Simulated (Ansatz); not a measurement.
## Every step of a relaxation of Na₂Pt (Ni2In type)

DFT, LDA, PAW with Ansatz's default frozen-core files, scalar-relativistic (Ansatz 0.2.0); a Γ-centred 7×7×5 k mesh, Fermi–Dirac smearing of 0.05 eV, no spin polarisation. The run relaxes cell and atoms at a target pressure of 0 GPa.

Command: `ansatz run input.yaml --threads 2 --pin off --max-ram 5120MiB --backend cpu --events-out ev --progress --plain --runs-dir out` It took 62 s on 2 threads of Intel(R) Xeon(R) Processor @ 2.50GHz (Skylake/Cascade Lake) (shared host), peak memory 0.49 GiB.

PAW: frozen-core files, cutoff 420 eV; forces are relaxed below 0.005 eV/Å.

Each step lists its free energy a cell above the last geometry, the pressure, the cell vectors (Å), and Cartesian positions (Å) with forces (eV/Å).

The first step:

```
step 1  dF = 1450.05 meV  P = -6.48 GPa
  cell 5.3595 0.0000 0.0000  -2.6797 4.6414 0.0000  0.0000 0.0000 6.6993
  Pt 0.0000 3.0943 1.6748   0.0000 0.0000 0.0000
  Pt 2.6797 1.5471 5.0245   0.0000 0.0000 0.0000
  Na 0.0000 0.0000 0.0000   0.0000 0.0000 0.0000
  Na 0.0000 0.0000 3.3497   0.0000 0.0000 0.0000
  Na 0.0000 3.0943 5.0245   0.0000 0.0000 0.0000
  Na 2.6797 1.5471 1.6748   0.0000 0.0000 0.0000
```

Spin–orbit coupling is left out, which matters for the heavy atoms. The PAW files were made under PBE.

**Question.** Where does the relaxation end, and by which steps?

**Answer.** After 7 geometries, with conventional a, b, c = 4.771, 4.771, 5.839 Å, at 19.182 Å³/atom (-30.94 % against the start) in space group P6_3/mmc, with a shortest distance of 2.754 Å. The further steps:
```
step 2  dF = 621.94 meV  P = -5.43 GPa
  cell 5.0982 0.0000 0.0000  -2.5491 4.4152 0.0000  0.0000 0.0000 6.4434
  Pt 0.0000 2.9435 1.6108   0.0000 0.0000 0.0000
  Pt 2.5491 1.4717 4.8325   0.0000 0.0000 0.0000
  Na 0.0000 0.0000 0.0000   0.0000 0.0000 0.0000
  Na 0.0000 0.0000 3.2217   0.0000 0.0000 0.0000
  Na 0.0000 2.9435 4.8325   0.0000 0.0000 0.0000
  Na 2.5491 1.4717 1.6108   0.0000 0.0000 0.0000
step 3  dF = 82.39 meV  P = -2.36 GPa
  cell 4.8369 0.0000 0.0000  -2.4185 4.1889 0.0000  0.0000 0.0000 6.1311
  Pt 0.0000 2.7926 1.5328   0.0000 0.0000 0.0000
  Pt 2.4185 1.3963 4.5983   0.0000 0.0000 0.0000
  Na 0.0000 0.0000 0.0000   0.0000 0.0000 0.0000
  Na 0.0000 0.0000 3.0655   0.0000 0.0000 0.0000
  Na 0.0000 2.7926 4.5983   0.0000 0.0000 0.0000
  Na 2.4185 1.3963 1.5328   0.0000 0.0000 0.0000
step 4  dF = 9.20 meV  P = 1.06 GPa
  cell 4.7272 0.0000 0.0000  -2.3636 4.0938 0.0000  0.0000 0.0000 5.8044
  Pt 0.0000 2.7292 1.4511   0.0000 0.0000 0.0000
  Pt 2.3636 1.3646 4.3533   0.0000 0.0000 0.0000
  Na 0.0000 0.0000 0.0000   0.0000 0.0000 0.0000
  Na 0.0000 0.0000 2.9022   0.0000 0.0000 0.0000
  Na 0.0000 2.7292 4.3533   0.0000 0.0000 0.0000
  Na 2.3636 1.3646 1.4511   0.0000 0.0000 0.0000
step 5  dF = 0.92 meV  P = -0.11 GPa
  cell 4.7849 0.0000 0.0000  -2.3924 4.1438 0.0000  0.0000 0.0000 5.8134
  Pt 0.0000 2.7625 1.4534   0.0000 0.0000 0.0000
  Pt 2.3924 1.3813 4.3601   0.0000 0.0000 0.0000
  Na 0.0000 0.0000 0.0000   0.0000 0.0000 0.0000
  Na 0.0000 0.0000 2.9067   0.0000 0.0000 0.0000
  Na 0.0000 2.7625 4.3601   0.0000 0.0000 0.0000
  Na 2.3924 1.3813 1.4534   0.0000 0.0000 0.0000
step 6  dF = 0.02 meV  P = -0.03 GPa
  cell 4.7705 0.0000 0.0000  -2.3853 4.1314 0.0000  0.0000 0.0000 5.8439
  Pt 0.0000 2.7543 1.4610   0.0000 0.0000 0.0000
  Pt 2.3853 1.3771 4.3829   0.0000 0.0000 0.0000
  Na 0.0000 0.0000 0.0000   0.0000 0.0000 0.0000
  Na 0.0000 0.0000 2.9219   0.0000 0.0000 0.0000
  Na 0.0000 2.7543 4.3829   0.0000 0.0000 0.0000
  Na 2.3853 1.3771 1.4610   0.0000 0.0000 0.0000
step 7  dF = 0.00 meV  P = 0.00 GPa
  cell 4.7707 0.0000 0.0000  -2.3854 4.1316 0.0000  0.0000 0.0000 5.8391
  Pt 0.0000 2.7544 1.4598   0.0000 0.0000 0.0000
  Pt 2.3854 1.3772 4.3793   0.0000 0.0000 0.0000
  Na 0.0000 0.0000 0.0000   0.0000 0.0000 0.0000
  Na 0.0000 0.0000 2.9195   0.0000 0.0000 0.0000
  Na 0.0000 2.7544 4.3793   0.0000 0.0000 0.0000
  Na 2.3854 1.3772 1.4598   0.0000 0.0000 0.0000
step 8  dF = 3.20 meV  P = 0.00 GPa  (same geometry on a basis chosen anew; earlier energies don't compare to the last digit)
  cell 4.7707 0.0000 0.0000  -2.3854 4.1316 0.0000  0.0000 0.0000 5.8391
  Pt 0.0000 2.7544 1.4598   0.0000 0.0000 0.0000
  Pt 2.3854 1.3772 4.3793   0.0000 0.0000 0.0000
  Na 0.0000 0.0000 0.0000   0.0000 0.0000 0.0000
  Na 0.0000 0.0000 2.9195   0.0000 0.0000 0.0000
  Na 0.0000 2.7544 4.3793   0.0000 0.0000 0.0000
  Na 2.3854 1.3772 1.4598   0.0000 0.0000 0.0000
```
